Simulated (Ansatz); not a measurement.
**KHF₂: where the heat goes in a short trajectory**

The calculation used DFT PBEsol, scalar-relativistic, plane waves, PAW (Ansatz). The runs took a 420 eV cutoff, a shifted (0.5, 0.5, 0.5 steps) 2×2×2 mesh and Fermi–Dirac smearing (0.069 eV). The mesh is coarse. No spin polarisation.

16 atoms start on the lattice sites below (V = 223.3 Å³, 1.02 times the source cell's; static pressure -0.49 GPa, largest force component 0.21 eV/Å) with velocities drawn for 800 K; Langevin thermostat aiming at the same temperature, fixed cell, 106 steps of 1 fs.

```yaml
crystal:
  lattice:
    - [5.70755, 0.00000, 0.00000]
    - [0.00000, 5.70755, 0.00000]
    - [0.00000, 0.00000, 6.85510]
  atoms:
    - { symbol: K, position: [0.00000, 0.00000, 0.25000] }
    - { symbol: K, position: [0.50000, 0.50000, 0.75000] }
    - { symbol: K, position: [0.00000, 0.00000, 0.75000] }
    - { symbol: K, position: [0.50000, 0.50000, 0.25000] }
    - { symbol: H, position: [0.00000, 0.50000, 0.00000] }
    - { symbol: H, position: [0.50000, 0.00000, 0.50000] }
    - { symbol: H, position: [0.50000, 0.00000, 0.00000] }
    - { symbol: H, position: [0.00000, 0.50000, 0.50000] }
    - { symbol: F, position: [0.14080, 0.64080, 0.00000] }
    - { symbol: F, position: [0.64080, 0.14080, 0.50000] }
    - { symbol: F, position: [0.35920, 0.14080, 0.00000] }
    - { symbol: F, position: [0.85920, 0.64080, 0.50000] }
    - { symbol: F, position: [0.35920, 0.85920, 0.50000] }
    - { symbol: F, position: [0.85920, 0.35920, 0.00000] }
    - { symbol: F, position: [0.14080, 0.35920, 0.50000] }
    - { symbol: F, position: [0.64080, 0.85920, 0.00000] }
```

| t (fs) | T (K) | kinetic energy (meV/atom) | potential energy over the first frame (meV/atom) | P with the kinetic part (GPa) |
| --- | --- | --- | --- | --- |
| 0.0 | 750 | 96.9 | 0.0 | 0.25 |
| 7.0 | 558 | 72.1 | 34.1 | -0.04 |
| 14.0 | 579 | 74.8 | 23.0 | 0.11 |
| 21.0 | 501 | 64.8 | 36.0 | -0.94 |
| 28.0 | 575 | 74.4 | 28.2 | 0.13 |
| 35.0 | 385 | 49.7 | 54.3 | 0.29 |
| 42.0 | 487 | 62.9 | 49.5 | 1.29 |
| 49.0 | 400 | 51.7 | 63.7 | 1.18 |
| 56.0 | 505 | 65.2 | 53.0 | 2.20 |
| 63.0 | 295 | 38.2 | 88.1 | 1.89 |
| 70.0 | 410 | 53.0 | 76.0 | 1.05 |
| 77.0 | 436 | 56.3 | 76.4 | -0.07 |
| 84.0 | 570 | 73.6 | 68.2 | 0.04 |
| 91.0 | 541 | 69.9 | 71.8 | 1.69 |
| 98.0 | 508 | 65.6 | 83.3 | 3.04 |
| 105.0 | 517 | 66.9 | 86.7 | 3.32 |

T counts 3N degrees of freedom. Means over every step of the second half, not only the rows shown: T = 465 K, kinetic energy 60.2 meV/atom, potential energy 75.3 meV/atom, P = 1.57 GPa.

Does the potential energy follow equipartition for harmonic vibrations?

In a harmonic crystal each vibration holds as much potential as kinetic energy on average; T is counted on all 3N degrees of freedom here, and the thermostat also drives the centre of mass, which has no potential energy, so the share is (N − 1)/N of the kinetic energy, 56.4 meV/atom. The run has 75.3, a ratio of 1.34. All modes start in phase at zero potential energy, and slow ones that pass their first turning point in this window can alone give an excess; anharmonic motion or disorder setting in would add to it. The time step adds a little: a Verlet scheme lowers a mode's mean kinetic energy against its potential energy by the factor 1 − (ωΔt)²/4. So short a run gives a rough mean. T is still well under the temperature that the thermostat aims for.

Split the rise of pressure into the kinetic part and the rest. Can a thermal Grüneisen parameter be estimated?

The program counts the kinetic part as N k_B T/V = 0.46 GPa. The pressure lies 2.06 GPa over the static one in all, so the forces add 1.60 GPa. For a harmonic mode with ω ∝ V^(−γ) and an amplitude that scales with the cell, the forces add (2γ − 2/3)U/V, which needs no equipartition; when U equals the kinetic energy K, this and the kinetic part 2K/(3V) sum to the Mie–Grüneisen γE_th/V. With U = N × 75.3 meV, γ = 1/3 + V ΔP_forces/(2U) = 1.26, for harmonic vibrations a mean over the modes weighted by their potential energy, for uniform scaling of the cell (in a layered or otherwise anisotropic crystal this differs from γ under hydrostatic pressure). Most solids fall between 1 and 3, and tetrahedral, framework and layered ones often lower; anharmonic motion and pressure swings in a cell of 16 atoms make this value uncertain by tenths or more. The mean pressure differs by 0.5 GPa between the two halves of this window, worth 0.3 in γ, so slow motion isn't averaged out and the value is a rough guess.